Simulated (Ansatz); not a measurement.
Relaxed InP (zinc blende):

```
InP
1.0
    0.00000     2.97977     2.97977
    2.97977     0.00000     2.97977
    2.97977     2.97977     0.00000
P In
1 1
Cartesian
  4.46965   4.46965   4.46965
  0.00000   0.00000   0.00000
```

These are PBE (plane waves to 420 eV, PAW, scalar-relativistic; Ansatz, a first-principles code) values and carry that method's errors. k mesh 8×8×8 (Γ-centred), Fermi-Dirac smearing 0.05 eV. InP was relaxed with its symmetry unable to fall.

One atom of the cell was then moved (with its periodic images), all else fixed, and the forces (eV/Å) came out as:

```tsv
atom	Fx	Fy	Fz
P1	0.000	0.000	2.639
In2	0.000	0.000	-2.639
```

With two atoms only their relative shift counts; take P1 as fixed.

Task: Which atom was moved, and by which vector (Å)?

Result: In2, by (0.00, 0.00, 0.42), 0.42 Å in all.

(A displaced cell: forces are minus the slopes of the energy, force constants its curvatures, and phonons follow from these.)
